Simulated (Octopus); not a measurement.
AlP (F-43m, No. 216):
```
CELL_PARAMETERS angstrom
      0.00000     2.73649     2.73649
      2.73649     0.00000     2.73649
      2.73649     2.73649     0.00000
ATOMIC_POSITIONS crystal
  Al 0.00000 0.00000 0.00000
  P  0.25000 0.25000 0.25000
```
The cell is a database entry, not relaxed again.

Method: LDA in Octopus 16.4; grid spacing about 0.20 Å, Γ-centred 6×6×6 k-mesh, no spin polarisation; PseudoDojo 0.4 LDA potentials.

On this mesh LDA separates the highest filled and lowest empty band by 1.46 eV, with a smallest direct gap of 3.02 eV.

What does PBE give on the same cell and mesh, with PseudoDojo 0.5 PBE potentials?

1.58 eV, smallest direct 3.22 eV.
